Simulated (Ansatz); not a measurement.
AgPt$_{3}$:
```yaml
crystal:
  lattice:
    - [3.96871, 0.00000, 0.00000]
    - [0.00000, 3.96871, 0.00000]
    - [0.00000, 0.00000, 3.96871]
  atoms:
    - { symbol: Ag, position: [0.00000, 0.00000, 0.00000] }
    - { symbol: Pt, position: [0.00000, 0.50000, 0.50000] }
    - { symbol: Pt, position: [0.50000, 0.00000, 0.50000] }
    - { symbol: Pt, position: [0.50000, 0.50000, 0.00000] }
```

Relaxed with r²SCAN.

Map the valence electron density (e/Å³), cut off at 6 on the plane through (0.000, 0.000, 0.000) spanned by u = [1, 1, 0] and v = [1, 0, 1] in lattice vectors, from DFT-r²SCAN in the program Ansatz with PAW potentials.

x is the fraction of u, y of v (the angle between them is 60°; rows are the nearest grid lines); atoms in the plane: Ag at (0.00, 0.00), Pt at (0.50, 0.50), Pt at (0.00, 0.50), Pt at (0.50, 0.00).
```
|99993000013899999831000039999|
|99995100001599999951000015999|
|99995100000259999952000001599|
|35553100000001355531000000013|
|01111000000000012210000000000|
|00000000000000000000000000000|
|00000000000000000000000000000|
|10000000011221000000000012211|
|31000000013554310000000134553|
|85200000025899852000000258998|
|99520000025999995200000259999|
|99941000014999999510000159999|
|99995100001599999941000014999|
|99995200000259999952000002599|
|89985200000025899852000000258|
|35543100000001345531000000013|
|11221000000000012211000000001|
|00000000000000000000000000000|
|00000000000000000000000000000|
|00000000001221000000000011110|
|31000000013555310000000135553|
|99510000025999995200000159999|
|99951000015999999510000159999|
|99993000013899999831000039999|
```
Scale: ten equal steps from 0.222 (start of '0') to 6.00 (end of '9'), in the order '0123456789'; x runs from 0.000 to 1.00, y from 0.000 (bottom) to 1.00 (top).

The density is the valence pseudo-density with augmentation charge, so density and ELF within about 1 Å of a nucleus are not all-electron values.

Space group Pm-3m (Cu3Au type). The workflow started from an entry of the Crystallography Open Database (COD). Whether it is the stable phase at ambient conditions was not checked. Symmetry was held in the r²SCAN relaxation; of distortions, only those at the zone centre were tested. The run is not spin-polarised. Scalar-relativistic: spin–orbit coupling is off unless named, which matters more the heavier the elements.

Potentials: the later of the program's two PAW sets.
